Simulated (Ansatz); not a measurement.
Input and command of a calculation in Ansatz (plane waves; scalar-relativistic PAW potentials unless the input names others):

```yaml
crystal:
  lattice:
    - [3.8548809217, 0.0, 0.0007351267]
    - [0.0, 3.8548809918, 0.0]
    - [-1.9270547581, 0.0, 2.0282788719]
  atoms:
    - { symbol: Pt, position: [0.0, 0.0, 0.0] }
    - { symbol: Pt, position: [0.5, 0.5, 0.0] }
basis:
  ecutwfc: 500
kpoints:
  mp_grid: { grid: [9, 9, 17] }
hamiltonian:
  xc: r2scan
scf:
  occupations: { method: fixed }
  max_iter: 75
output:
  forces: true
  eigenvalues: true
  stress: true
```

```bash
ansatz run input.yaml --threads 8 --pin off --max-ram 20480MiB --backend cpu --events-out ev --progress --plain --runs-dir out
```

Abridged log:
```
Pseudopotentials: kind: paw
Pseudopotential: Pt, paw, valence charge 18, recommended cutoff 500 eV (meta_gga)
Functional definition: r2SCAN
Crystal: 2 atoms, lattice volume = 30.146 Å³
Basis set: ecut = 500 eV, 763 PW (Γ), exchange–correlation on 120×120×96 points (64 copies of the dense FFT grid, shifted against one another)
Bands: 22, of which v1, the nominal top of the filled ones, is band 18 counted from 1 (17 counted from 0)
Symmetry: 8 space group operations
Space group: C2/m (ITA 12), of the structure as read, at distance tolerance 3.1e-5 Å
k-points: 385 of 1377
Initial density: superposition of atomic densities (neutral atoms: chi_scale 0, normalization atom), corrected by the library's trained network
Initial wavefunctions: pseudopotential atomic-orbital guess
Functional: x = r2scan, c = r2scan; τ floored in thin density (d = 2e-4 eV/Å³)
SCF iter   1: F=—  HF=-25073.285985 eV  |F-HF|=—  |Δ(HF+E_count)|=         —  Δρ=2.27e-2  dr2=7.28e-2  dr2_τ=2.53e-2  ethr=1.77e-3  ⟨swp⟩=4.9  Hψ=31977  notcnv=0  defer=761
SCF iter   2: F=—  HF=-25073.288722 eV  |F-HF|=—  |Δ(HF+E_count)|=   2.74e-3  Δρ=9.90e-3  dr2=6.63e-3  dr2_τ=3.38e-3  ethr=2.02e-4  ⟨swp⟩=2.0  Hψ=15634  notcnv=0  defer=767
SCF iter   3: F=—  HF=-25073.289269 eV  |F-HF|=—  |Δ(HF+E_count)|=   5.47e-4  Δρ=4.61e-3  dr2=1.42e-3  dr2_τ=1.29e-4  ethr=1.84e-5  ⟨swp⟩=2.1  Hψ=12858  notcnv=0  defer=770
SCF iter   4: F=—  HF=-25073.289400 eV  |F-HF|=—  |Δ(HF+E_count)|=   1.31e-4  Δρ=5.70e-4  dr2=4.89e-5  dr2_τ=9.36e-6  ethr=3.93e-6  ⟨swp⟩=2.2  Hψ=12534  notcnv=0  defer=770
SCF iter   5: F=—  HF=-25073.289400 eV  |F-HF|=—  |Δ(HF+E_count)|=   3.10e-7  Δρ=2.36e-4  dr2=6.53e-6  dr2_τ=1.45e-6  ethr=1.36e-7  ⟨swp⟩=2.5  Hψ=14892  notcnv=0  defer=4
SCF iter   6: F=—  HF=-25073.289400 eV  |F-HF|=—  |Δ(HF+E_count)|=   3.65e-7  Δρ=1.43e-4  dr2=2.29e-6  dr2_τ=1.60e-7  ethr=1.81e-8  ⟨swp⟩=1.0  Hψ=8470  notcnv=0  defer=4
SCF iter   7: F=—  HF=-25073.289401 eV  |F-HF|=—  |Δ(HF+E_count)|=   1.16e-6  Δρ=3.86e-4  dr2=1.70e-5  dr2_τ=1.83e-6  ethr=6.36e-9  ⟨swp⟩=2.5  Hψ=13911  notcnv=0  defer=3  recentre
SCF iter   8: F=—  HF=-25073.289400 eV  |F-HF|=—  |Δ(HF+E_count)|=   9.76e-7  Δρ=1.18e-4  dr2=1.60e-6  dr2_τ=1.51e-7  ethr=6.36e-9  ⟨swp⟩=1.0  Hψ=8470  notcnv=0  defer=4
   ...
SCF iter  68: F=—  HF=-25073.289401 eV  |F-HF|=—  |Δ(HF+E_count)|=   5.94e-7  Δρ=1.97e-4  dr2=4.41e-6  dr2_τ=4.96e-7  ethr=2.54e-9  ⟨swp⟩=2.0  Hψ=14224  notcnv=0  defer=4
SCF iter  69: F=—  HF=-25073.289400 eV  |F-HF|=—  |Δ(HF+E_count)|=   7.87e-7  Δρ=1.23e-4  dr2=1.69e-6  dr2_τ=6.64e-8  ethr=2.54e-9  ⟨swp⟩=2.4  Hψ=14768  notcnv=0  defer=4
SCF iter  70: F=—  HF=-25073.289400 eV  |F-HF|=—  |Δ(HF+E_count)|=   2.39e-7  Δρ=3.60e-4  dr2=1.46e-5  dr2_τ=1.64e-6  ethr=2.54e-9  ⟨swp⟩=1.0  Hψ=8470  notcnv=0  defer=4  recentre
SCF iter  71: F=—  HF=-25073.289400 eV  |F-HF|=—  |Δ(HF+E_count)|=   4.97e-8  Δρ=3.57e-4  dr2=1.44e-5  dr2_τ=1.55e-6  ethr=2.54e-9  ⟨swp⟩=1.0  Hψ=8470  notcnv=0  defer=4
SCF iter  72: F=—  HF=-25073.289400 eV  |F-HF|=—  |Δ(HF+E_count)|=   5.46e-8  Δρ=1.51e-4  dr2=2.58e-6  dr2_τ=3.08e-7  ethr=2.54e-9  ⟨swp⟩=2.4  Hψ=14967  notcnv=0  defer=4
SCF iter  73: F=—  HF=-25073.289400 eV  |F-HF|=—  |Δ(HF+E_count)|=   4.62e-7  Δρ=9.26e-5  dr2=9.68e-7  dr2_τ=4.56e-8  ethr=2.54e-9  ⟨swp⟩=3.0  Hψ=26523  notcnv=0
SCF iter  74: F=—  HF=-25073.289400 eV  |F-HF|=—  |Δ(HF+E_count)|=   8.00e-7  Δρ=3.73e-4  dr2=1.58e-5  dr2_τ=1.70e-6  ethr=2.54e-9  ⟨swp⟩=1.0  Hψ=18480  notcnv=0  recentre
SCF iter  75: F=—  HF=-25073.289400 eV  |F-HF|=—  |Δ(HF+E_count)|=   1.96e-7  Δρ=3.65e-4  dr2=1.51e-5  dr2_τ=1.59e-6  ethr=2.54e-9  ⟨swp⟩=1.0  Hψ=18480  notcnv=0
Error: did not converge after 75 iterations: dr2 = 1.51e-5 (threshold 1.00e-7), under the density mixer `msr1`, which `scf.mixing.algorithm: auto` chose by the deck's other keys (type `scf.mixing.algorithm: msr1` to keep it); at k-index 67, counted from 0 in this SCF's own list of k-points, the highest band that the last eigensolve's fill by count filled, 23.506553 eV, and the lowest that it left empty, 23.506686 eV, lay 1.324e-4 eV apart, the closest at any k-point: where those lie closer than the levels still move from one iteration to the next, and no symmetry of the run holds them equal, s ...
```

Problem. Find the fault.

Solution. The fault is fixed occupations on a metal: they fill the same number of bands at every k-point, while the true filling differs from point to point (scf.occupations: {"method": "gaussian", "width": 0.1} → {"method": "fixed"}, the first being the value of the sound run). Setting it back cures it. The run stopped without converging. A reference run from the same start on usual settings converged with pressure 4.43 GPa, largest force 0.000 eV/Å, no gap on the mesh.

Time: 45 s on 8 threads of AMD EPYC (Zen 3), with other jobs on the host, peak memory 0.61 GiB.